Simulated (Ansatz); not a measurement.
The relaxed structure here is a generated cell of TiTe2: the first start was made by placing the elements on the sites of a structure type, and the end was not matched to a known phase here, so it may be hypothetical. Known forms of TiTe2 include space group No. 164.

One starting cell of TiTe2 (a generated cell, TiTe2 placed in the AFLOW prototype A2B_tI6_139_d_a (L\'2)) was relaxed twice with Ansatz (plane waves, PAW, scalar-relativistic): with r2SCAN at 500 eV and with PBE at 420 eV. The r2SCAN result:

```yaml
crystal:
  lattice:
    - [0.00000, 3.44050, 3.44050]
    - [3.44050, 0.00000, 3.44050]
    - [3.44050, 3.44050, 0.00000]
  atoms:
    - { symbol: Te, position: [0.25000, 0.25000, 0.25000] }
    - { symbol: Te, position: [0.75000, 0.75000, 0.75000] }
    - { symbol: Ti, position: [0.00000, 0.00000, 0.00000] }
```

```csv
quantity,r2SCAN,PBE
space group,Fm-3m,Fm-3m
volume (Å³/atom),27.15,?
a (Å),6.881,?
"gap (eV, no spin-orbit coupling)",0.00,?
```

What does PBE give for the same quantities?


- volume (Å³/atom), PBE: 27.22
- a (Å), PBE: 6.887
- gap (eV, no spin-orbit coupling), PBE: 0.00

Both levels end in the same structure; PBE's volume is within 0.5 % of r2SCAN's. Neither column is exact.

No spin polarisation in the result. A magnetic state may lie lower.

The run could not lower the symmetry of its start; a shaken copy of this end point relaxes with r2SCAN to R-3m (No. 166), 0.46 eV/atom lower.

Ansatz is a quantum-chemistry and plane-wave program.
